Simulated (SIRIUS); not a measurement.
A self-consistent single point of Al2GaN3 (Cm, 12 atoms in the cell; from Materials Project mp-1228953, changed as shown) with SIRIUS.

Method: LDA (PW92), GBRV LDA ultrasoft pseudopotentials (plane waves; SIRIUS).

The change in words: lattice scaled by 1.03; parameters.gk_cutoff: 6.325 1/bohr → 4.899 1/bohr; parameters.pw_cutoff: 14.143 1/bohr → 10.955 1/bohr. Reference geometry (Cm):
```xyz
12
Lattice="5.7394 -1.5661 0.0000 5.7394 1.5661 0.0000 -1.8961 0.0000 7.1678" Properties=species:S:1:pos:R:3 pbc="T T T"
Al    10.0990     0.0000     2.7904
Al     8.7310     0.0000     5.5665
Al     1.7160     0.0000     3.1854
Al     6.1456     0.0000     0.8121
Ga     3.0735     0.0000     0.4143
Ga     5.6291     0.0000     5.1730
N      1.3408     0.0000     1.3275
N      3.9076     0.0000     6.1135
N      8.4157     0.0000     3.6907
N      7.0703     0.0000     6.4597
N      0.0217     0.0000     4.0405
N      4.4920     0.0000     1.7475
```

Reference input (self-consistent single point, DFT, LDA (PW92), plane waves, GBRV LDA ultrasoft pseudopotentials): parameters.ngridk = 5 5 2; parameters.xc_functionals = [XC_LDA_X, XC_LDA_C_PW]; parameters.gk_cutoff = 6.325 1/bohr; parameters.pw_cutoff = 14.143 1/bohr; parameters.shiftk = 1 1 1; parameters.smearing = gaussian; parameters.smearing_width = 0.0001 Ha; potentials = GBRV LDA ultrasoft pseudopotentials; parameters.electronic_structure_method = pseudopotential; parameters.num_bands = 48; parameters.num_mag_dims = 0; parameters.num_dft_iter = 100. This run's input differs from it in these lines:

```diff
@@ -14,4 +14,4 @@
     "xc_functionals": ["XC_LDA_X", "XC_LDA_C_PW"],
-    "gk_cutoff": 6.325,
-    "pw_cutoff": 14.143,
+    "gk_cutoff": 4.899,
+    "pw_cutoff": 10.955,
     "ngridk": [5, 5, 2],
@@ -33,7 +33,7 @@
     "lattice_vectors": [
-      [0.964730432, -0.2632397906, 0.0],
-      [0.964730432, 0.2632397906, 0.0],
-      [-0.3187124733, 0.0, 1.2048308452]
+      [0.9647304511, -0.2632397194, 0.0],
+      [0.9647304511, 0.2632397194, 0.0],
+      [-0.3187124612, 0.0, 1.2048307708]
     ],
-    "lattice_vectors_scale": 11.242458,
+    "lattice_vectors_scale": 11.579732,
     "atom_coordinate_units": "lattice",
```

Log, with long lists cut:

```
[find] density tolerance         : 1e-06
[find] total energy tolerance    : 1e-07
[find] iter_solver_tol (initial) : 0.01
[find] iter_solver_tol (target)  : 1e-13
[find] num_dft_iter              : 100
Charges and magnetic moments
--------------------------------------------------------------------------------
total charge          : 80.000000
[find] | SCF iteration   0 out of 100|
[diagonalize] iterative solver tolerance (occupied, empty): 0.01 0.01
[diagonalize] average number of iterations: 2
[find] Charges and magnetic moments
[find] total charge          : 80.000000
[find] Energy
[find] smearing (-TS)                 :      -0.00000000
   [... lines left out ...]

[find] Charges and magnetic moments
[find] total charge          : 80.000000
[find] Energy
[find] smearing (-TS)                 :       0.00000000
[find] Total energy                   :    -488.97742443 (Ha),    -977.95484886 (Ry)
[find] Free energy (E-TS)             :    -488.97742443 (Ha),    -977.95484886 (Ry)
[find] band gap (eV)                  :       3.25415700
[find] Efermi                         :       0.31783803
[find] iteration : 26, RMS (target) : 7.3972e-07 (1.0000e-06) , energy difference (target) : -3.3572e-10 (1.0000e-07)
[find] bands are converged : true
[find] iterative solver converged : false
[find] converged after 27 SCF iterations!
[find] Charges and magnetic moments
[find] total charge          : 80.000000
[find] Energy
[find] smearing (-TS)                 :       0.00000000
[find] Total energy                   :    -488.97742443 (Ha),    -977.95484886 (Ry)
[find] Free energy (E-TS)             :    -488.97742443 (Ha),    -977.95484886 (Ry)
[find] band gap (eV)                  :       3.25415700
[find] Efermi                         :       0.31783803
[ground_state] === stress tensor components [kbar] ===
[ground_state] === stress_total ===
[ground_state]   651.147801    0.000000    2.486653
[ground_state]     0.000000  656.332893    0.000000
[ground_state]     2.486653    0.000000  658.454856
[ground_state] ==== total Forces in Ha/bohr =====
   [... lines left out ...]
[ground_state] atom:    7, force:       0.0038947      0.0000000     -0.0025990
[ground_state] atom:    8, force:       0.0005125      0.0000000     -0.0000309
[ground_state] atom:    9, force:      -0.0043848      0.0000000      0.0025943
[ground_state] atom:   10, force:      -0.0005490      0.0000000      0.0056371
[ground_state] atom:   11, force:      -0.0031000      0.0000000     -0.0033834
```

The run converged in 27 iterations. SIRIUS prints the stress tensor with tension positive. Against the reference run the free energy goes up by 672 meV/atom, the pressure goes from -4.14 to -65.53 GPa and the largest force goes from 0.211 to 0.291 eV/Å.

This run is one point of a test of settings, so its values need not be converged; read them against the reference run alone. The structure comes from a collection of computed structures, made at another level of theory; the collection holds predicted forms beside known ones.

Cost on one core: very roughly 80 core-seconds.

The gap that the log prints is read on the run's mesh, which can miss the band edges or a crossing.

At a cut-down plane-wave cutoff the stress holds a Pulay term: a spurious tension from the incomplete basis, which lowers the pressure; energies, forces and gaps of such rows are unconverged too.
